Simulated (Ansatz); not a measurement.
# BiTe under strain: Bi-209 nuclear quadrupole resonance

Cell: an entry of the Crystallography Open Database (COD), relaxed with PBE at fixed cell and then changed (z stretched by 2 %, ions relaxed).

```
Bi Te
1.0
     0.00000    3.23500    3.29970
     3.23500    0.00000    3.29970
     3.23500    3.23500    0.00000
Bi Te
1 1
Direct
  0.00000 0.00000 0.00000
  0.50000 0.50000 0.50000
```

Sites (sets of like atoms) are named by element and the number of their first atom in this list.

All values are calculated (Ansatz; DFT, PBE, plane waves and PAW, scalar-relativistic, 420 eV cutoff, Γ-centred 13×13×13 k-points, Fermi–Dirac smearing 0.05 eV), not measured.

Bi-209: I = 9/2, Q = -516.0 mb (year-2017 value). Static lattice, zero field.

**Question.** The simulated lines lie at 2.35, 4.71, 7.06, 9.42 MHz. What are |C_Q|, η and |V_zz| at Bi?

**Answer.** For I = 9/2 and η = 0 the lines are |C_Q|/24 times 1, 2, 3 and 4; η shifts the lowest up most. Here |C_Q| = 56.5 MHz, η = 0.00 and |V_zz| = 4.53 × 10²¹ V/m². The calculation gives V_zz negative; the lines don't show the sign. The site has 6 Te at 3.23–3.30 Å.

An axis of threefold or higher order runs through Bi, so V_zz lies along it and η is zero.

With no gap above 0.1 eV, as in a metal, the gradients converge slowly in k; expect changes of a tenth or more on a denser mesh. Spin–orbit coupling is left out, which shifts gradients on Bi by a few per cent in wide-gap crystals, and can shift them far more where the calculated gap is small or absent, as here. Newer work puts Q(²⁰⁹Bi) near −420 mb, which would lower these couplings by about a fifth.

The relaxation (1 step) took 17 s of wall time (15 s of CPU time) and 0.61 GiB at its peak, on 1 thread of Intel Xeon Platinum 8488C (Sapphire Rapids) (x86_64; 16 cores open to the job, memory cap 3.0 GiB, no GPU), a shared host with a load of 0.3 a core.
